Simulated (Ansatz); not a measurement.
Ansatz (a first-principles code) input:

Ansatz 0.2 input:
```yaml
crystal:
  lattice:
    - [-2.2429964473, 2.2429964473, 3.4061709523]
    - [2.2429964473, -2.2429964473, 3.4061709523]
    - [2.2429964473, 2.2429964473, -3.4061709523]
  atoms:
    - { symbol: B, position: [0.25, 0.75, 0.5] }
    - { symbol: As, position: [0.0, 0.0, 0.0] }
    - { symbol: O, position: [0.1429323742, 0.0253650084, 0.433331584] }
    - { symbol: O, position: [0.9746349916, 0.4079665756, 0.1175673658] }
    - { symbol: O, position: [0.5920334244, 0.7096007902, 0.566668416] }
    - { symbol: O, position: [0.2903992098, 0.8570676258, 0.8824326342] }
kpoints:
  mp_grid: { grid: [9, 9, 9] }
hamiltonian:
  xc: r2scan
  pseudopotentials: { kind: paw }
scf:
  occupations: { method: fixed }
checkpoint: { read: static.run }
output: { write_density: true, elf: true, volumetric_format: npy }
basis: { fft_grid_basis: typed }
```

Output (shortened):

```
Pseudopotentials: kind: paw
Pseudopotential: B, paw, valence charge 3
Pseudopotential: As, paw, valence charge 15
Pseudopotential: O, paw, valence charge 6
Functional definition: r2SCAN
Crystal: 6 atoms, lattice volume = 68.546 Å³
Basis set: ecut = 500 eV, 1769 PW (Γ), exchange–correlation on 144×144×144 points (64 copies of the dense FFT grid, shifted against one another)
Bands: 27, of which v1, the nominal top of the filled ones, is band 21 counted from 1 (20 counted from 0)
Symmetry: 4 space group operations
Space group: I-4 (ITA 82), of the structure as read, at distance tolerance 4.1e-5 Å
k-points: 105 of 729 (time reversal used)
PAW frozen core: B, regenerated for the run's functional
PAW frozen core: As, regenerated for the run's functional
PAW frozen core: O, regenerated for the run's functional
Initial density: read from a saved state, or passed on in memory by an earlier SCF of this step, an earlier step, the calling program or the single point that …
Stability of the state it starts from, as read at its close in the unpolarized treatment …
Initial wavefunctions: pseudopotential atomic-orbital guess
Eigensolver: davidson
Functional: x = r2scan, c = r2scan; τ floored in thin density (d = 2e-4 eV/Å³)
iter 1 solved again at ethr=3.68e-8 eV; its pass at ethr=3.10e-3 eV (dr2=1.55e-5 eV) is discarded
SCF iter   1: F=—  HF=-7296.016847 eV  |F-HF|=—  |Δ(HF+E_count)|=         —  Δρ=4.74e-7  dr2=1.16e-10  dr2_τ=1.22e-11  ethr=3.68e-8  ⟨swp⟩=3.5  Hψ=18741  notcnv=0  defer=420
all-band conjugate gradients solve this SCF's bands
preconditioner: auto → none
SCF iter   2: F=-7296.016847 eV  HF=-7296.016847 eV  |F-HF|=1.91e-11  |Δ(HF+E_count)|=   2.64e-9  Δρ=2.72e-7  dr2=3.85e-11  dr2_τ=7.37e-12  ethr=1.00e-12  ⟨swp⟩=10.4  Hψ=13665  notcnv=0
SCF 1 converged in 2 iterations: F = -7296.016847 eV  dr2 = 3.85e-11
SCF converged after 2 iterations
Free energy (F): -7296.016847 eV
Harris-Foulkes:  -7296.016847 eV  (|F-HF|=1.91e-11)
Internal energy: -7296.016847 eV  (E = F + TS)
E sigma→0 (E₀):  -7296.016847 eV
Fermi energy:    3.145882 eV
--- Per-component energies (eV) ---
  E_band       = -461.990727
  E_kinetic    = 860.361713
  E_local      = -4098.346166  (includes V_loc(G=0)·N_el)
  E_nonlocal   = -461.583928
  E_hartree    = 1847.188225
  E_xc         = -395.758044
  E_vxc        = -545.704195  (∫ρ·V_xc dr)
  E_paw        = -2577.591275  (= ΣΔE_a)
  E_vpaw       = 54.125414  (= ΣTr[D̂ρ^β])
  E_aug_tail   = 0.004037  (compensation charges beyond the density's cutoff)
  E_vtau       = 34.776213  (kinetic-family band-sum trace: ∫τ·v_τ [+ j·A + Jᵃ·Aᵃ] dr)
  E_ewald      = -2468.687796
  E_core_change = -1.603613  (= ΣΔE_core)
  E_smearing   =  0.000000  (= −TS)
  E_closure    = 0.000000  (closes the sum)
  Σ components = -7296.016847   (vs F -7296.016847, Δ=0.00e0)
  [band-id]    e_kinetic+e_local+e_nonlocal+2·e_hartree+e_vxc+e_vpaw+e_augmentation_tail+e_vtau = -461.990462   (vs E_band -461.990727, Δ=2.64e-4)
--- Band table (eV; the first three rows and the last of 105) ---
  k-point 0: bands = ["-33.1308", "-33.1095", "-33.1095", "-32.9924", "-32.9917", "-18.2961", "-15.1510", "-15.1510", "-14.7966", "-7.6278", "-3.4048", "-3.4048", "-2.4686", "-0.0074", "0.7741", "1.4356", "2.4383", "2.4383", "2.6446", "2.6446", "2.6764", "8.6808", "11.7176", "13.9336", "13.9336", "14.4330", "17.7602"]
  k-point 1: bands = ["-33.1307", "-33.1096", "-33.1095", "-32.9924", "-32.9917", "-18.2197", "-15.2776", "-15.1593", "-14.8234", "-7.4938", "-3.5584", "-3.2906", "-2.3547", "-0.0841", "0.8702", "1.4909", "2.2331", "2.4018", "2.4843", "2.6776", "2.7499", "8.9306", "11.8650", "13.5407", "13.9083", "14.7799", "17.6195"]
  k-point 2: bands = ["-33.1307", "-33.1098", "-33.1093", "-32.9923", "-32.9916", "-17.9965", "-15.6164", "-15.1762", "-14.9001", "-7.1312", "-3.8983", "-2.9779", "-2.1378", "-0.2619", "0.9730", "1.5969", "1.7643", "2.3069", "2.3426", "2.7770", "2.8444", "9.4358", "12.2002", "13.0521", "13.8865", "15.2467", "17.2270"]
  k-point 104: bands = ["-33.1310", "-33.1089", "-33.1088", "-32.9925", "-32.9917", "-17.0570", "-16.6607", "-15.2631", "-15.2457", "-5.6547", "-4.0198", "-2.4262", "-2.3275", "0.4036", "0.5675", "0.9587", "1.2191", "1.5086", "1.5751", "3.1116", "3.1303", "10.4439", "12.2085", "12.4328", "12.6532", "16.0760", "17.2591"]
  band table: 27 of 27 bands, residual norms ≤ 1.0e-3 eV
```

Cost: about 29 core-seconds (a rough figure) on shared cores.

The first step of the workflow began from a Materials Project structure, measured or hypothetical; the Crystallography Open Database files this formula in space group No. 82, but the cells were not matched. Whether it is the stable phase at ambient conditions was not checked. The r²SCAN relaxation kept the symmetry of its start; whether a distortion lowers the energy is not shown. Spin–orbit coupling is left out wherever it is not named.

Potentials: the later of the program's two PAW sets.

Ansatz is a plane-wave DFT program.
